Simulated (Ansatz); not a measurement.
Input:

TiSi$_{2}$:
```
CELL_PARAMETERS angstrom
      0.00000     4.11295     4.26495
      2.38736     0.00000     4.26495
      2.38736     4.11295     0.00000
ATOMIC_POSITIONS crystal
  Si 0.66211 0.33789 0.66211
  Si 0.33789 0.66211 0.33789
  Si 0.58789 0.91211 0.58789
  Si 0.91211 0.58789 0.91211
  Ti 0.00000 0.00000 0.00000
  Ti 0.25000 0.25000 0.25000
```

This is the r²SCAN-relaxed structure.

**Question.** All from DFT-r²SCAN in the program Ansatz with PAW potentials, unless another level is named. Give the bulk modulus (Birch–Murnaghan fit).

**Answer.** 147 GPa.

**Question.** Predict the highest zone-centre frequency.

**Answer.** 438 cm^-1.

Space group Fddd. The r²SCAN relaxation kept the symmetry of its start; of distortions, only those at the zone centre were tested. The run is not spin-polarised. As this level gives no gap, phonon frequencies hold no LO–TO term and depend on the k-mesh and smearing (Fermi–Dirac, 0.1 eV here).

Potentials: the later of the program's two PAW sets.
